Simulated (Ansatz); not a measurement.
BN (h-BN type, space group P6_3/mmc)

```
BN
1.0
    2.50580     0.00000     0.00000
   -1.25290     2.17009     0.00000
    0.00000     0.00000     6.61620
B N
2 2
Cartesian
  0.00000   1.44673   1.65405
  1.25290   0.72336   4.96215
  0.00000   1.44673   4.96215
  1.25290   0.72336   1.65405
```

The slice is a (-1 1 0 2) plane (indices of the conventional cell) through the point (0.667, 0.333, 0.750) (fractional), spanned by u = [110] and v = [1 -1 1] in vectors of this cell: u (2.51 Å) and v (7.91 Å, at 90° to u). It covers one period; positions are fractions (u, v).

All values below come from PBE-D3(BJ) (plane waves to 420 eV, PAW, scalar-relativistic; Ansatz, a program for electronic structure). k mesh 15×15×5. Inside the PAW spheres the values are not all-electron values, and peaks at nuclei hang on which shells count as valence. BN was relaxed with its symmetry unable to fall. The PAW data are Ansatz's earlier set.

Task: Around which element is the density of the highest valence band (whole band, smooth part) largest on this plane?

Result: N. Mean over a disc round each atom, of radius 0.45 times the shortest bond: N 0.215, B 0.046 e/Å³.

Task: Predict the map of the density of the highest valence band (whole band, smooth part) on the slice.

Result: 
| v \ u | 0.00 | 0.12 | 0.25 | 0.38 | 0.50 | 0.62 | 0.75 | 0.88 |
|---|---|---|---|---|---|---|---|---|
| 0.90 | 0.059 | 0.045 | 0.024 | 0.014 | 0.012 | 0.014 | 0.024 | 0.045 |
| 0.75 | 0.005 | 0.005 | 0.004 | 0.002 | 0.002 | 0.002 | 0.004 | 0.005 |
| 0.60 | 0.050 | 0.056 | 0.082 | 0.136 | 0.175 | 0.136 | 0.082 | 0.056 |
| 0.45 | 0.012 | 0.025 | 0.093 | 0.287 | 0.439 | 0.287 | 0.093 | 0.025 |
| 0.30 | 0.003 | 0.004 | 0.006 | 0.008 | 0.010 | 0.008 | 0.006 | 0.004 |
| 0.15 | 0.016 | 0.023 | 0.044 | 0.078 | 0.097 | 0.078 | 0.044 | 0.023 |
| 0.00 | 0.001 | 0.028 | 0.041 | 0.038 | 0.037 | 0.038 | 0.041 | 0.028 |

Values: density of the highest valence band (whole band, smooth part) in e/Å³.
